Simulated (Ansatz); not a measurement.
BiAs: from a first guess to the relaxed rocksalt type

First guess:

```xyz
2
Lattice="0.0000 2.8078 2.8078 2.8078 0.0000 2.8078 2.8078 2.8078 0.0000" Properties=species:S:1:pos:R:3 pbc="T T T"
Bi    0.0000    0.0000    0.0000
As    2.8078    2.8078    2.8078
```

All numbers below come from DFT, PBE, PAW with Ansatz's default frozen-core files, scalar-relativistic (Ansatz 0.2.0).

Cell and atoms relax within the symmetry of the start on a 11×11×11 k mesh with 0.03 eV Fermi–Dirac smearing.

The start is built from a prototype, known or not as a phase of this compound; the cutoff is 420 eV.

No spin–orbit coupling, which matters for the heavy atoms here.

(1) What is the pressure of the first guess?

(2) What does it relax to?

(3) How much energy does the relaxation release?

## Answers

(1) 21.6 GPa.

(2) a = 6.033 Å, b = 6.033 Å, c = 6.033 Å, α = 90.00°, β = 90.00°, γ = 90.00° (conventional cell), 27.45 Å³ per atom:
```cif
data_structure
_symmetry_space_group_name_H-M 'Fm-3m'
_symmetry_Int_Tables_number 225
_cell_length_a 6.0330
_cell_length_b 6.0330
_cell_length_c 6.0330
_cell_angle_alpha 90.000
_cell_angle_beta 90.000
_cell_angle_gamma 90.000
_cell_volume 219.59
loop_
_atom_site_label
_atom_site_type_symbol
_atom_site_symmetry_multiplicity
_atom_site_Wyckoff_symbol
_atom_site_fract_x
_atom_site_fract_y
_atom_site_fract_z
_atom_site_occupancy
Bi1 Bi 4 a 0.00000 0.00000 0.00000 1
As1 As 4 b 0.50000 0.00000 0.00000 1
```

(3) 297 meV/atom.
